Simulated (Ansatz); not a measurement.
SnO2:
```cif
data_O4Sn2
_chemical_formula_sum 'Sn2 O4'
_space_group_name_H-M_alt 'P42/mnm'
_space_group_IT_number 136
_space_group_name_Hall '-P 4n 2n'
_cell_length_a 4.75989
_cell_length_b 4.75989
_cell_length_c 3.20084
_cell_angle_alpha 90.000
_cell_angle_beta 90.000
_cell_angle_gamma 90.000
loop_
_atom_site_label
_atom_site_type_symbol
_atom_site_symmetry_multiplicity
_atom_site_Wyckoff_symbol
_atom_site_fract_x
_atom_site_fract_y
_atom_site_fract_z
_atom_site_occupancy
Sn1 Sn 2 a 0.00000 0.00000 0.00000 1
O1 O 4 f 0.30591 0.30591 0.00000 1
```

Relaxed with r²SCAN.

Q: Decompose the optical modes at the zone centre into irreducible representations, and say which are infrared and Raman allowed.

A: Point group 4/mmm: Γ_opt = A1g + A2g + A2u + B1g + 2B1u + B2g + Eg + 3Eu. Infrared: A2u, Eu. Raman: A1g, B1g, B2g, Eg.

Q: Assign frequencies (DFPT, DFT-r²SCAN in the program Ansatz with PAW potentials; without the LO–TO term).

A: B1g 120, B1u 151, Eu 241, Eu 284, A2g 372, A2u 460, Eg 466, B1u 563, Eu 598, A1g 625, B2g 764 cm⁻¹.

Subscripts of B labels follow the axes of the standard setting.

Space group P4_2/mnm (rutile). The cell was relaxed with r²SCAN under the symmetry of its start; of distortions, only those at the zone centre were tested. Scalar-relativistic: spin–orbit coupling is off unless named, which matters more the heavier the elements.

Potentials: the later of the program's two PAW sets.
